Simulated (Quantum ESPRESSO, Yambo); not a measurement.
LaCN2Cl (space group P2_1/m, No. 11): one geometry, one set of norm-conserving PBEsol (Quantum ESPRESSO, 110 Ry, no spin-orbit coupling) orbitals, self-energies from Yambo (2×4×2 Γ-centred k mesh, 179 bands and a 6 Ry block in the screening, 179 bands in G with the Bruneval-Gonze terminator, plasmon pole fitted at 27.2 eV).

```tsv
level	gap (-0.5, 0, 0) → Γ (eV)	direct gap at (-0.5, 0, 0) (eV)
PBEsol (Quantum ESPRESSO)	3.21	3.42
exchange only (Hartree-Fock self-energy on PBEsol orbitals)	[?]	[?]
static COHSEX@PBEsol	6.31	7.46
G0W0@PBEsol, plasmon pole	[?]	[?]
```

What belongs in the gaps?


- exchange only (Hartree-Fock self-energy on PBEsol orbitals), gap (-0.5, 0, 0) → Γ (eV): 14.42
- exchange only (Hartree-Fock self-energy on PBEsol orbitals), direct gap at (-0.5, 0, 0) (eV): 16.85
- G0W0@PBEsol, plasmon pole, gap (-0.5, 0, 0) → Γ (eV): 5.71
- G0W0@PBEsol, plasmon pole, direct gap at (-0.5, 0, 0) (eV): 6.80

Bare exchange has no screening and gives the widest gap; static COHSEX screens it but leaves out the frequency dependence, which G0W0 restores. Among the k points computed, the smallest G0W0 gap is 5.66 eV, (-0.5, 0, -0.5) → Γ. All rows use the PBEsol edge points; in the exchange only run other k points give a smaller gap, 14.30 eV.

Convergence of the G0W0 settings was not tested.

Geometry of the Materials Project entry, not relaxed at this level; primitive cell a = 5.3636 Å, b = 4.0385 Å, c = 7.6298 Å, α = γ = 90.00°, β = 100.34°.
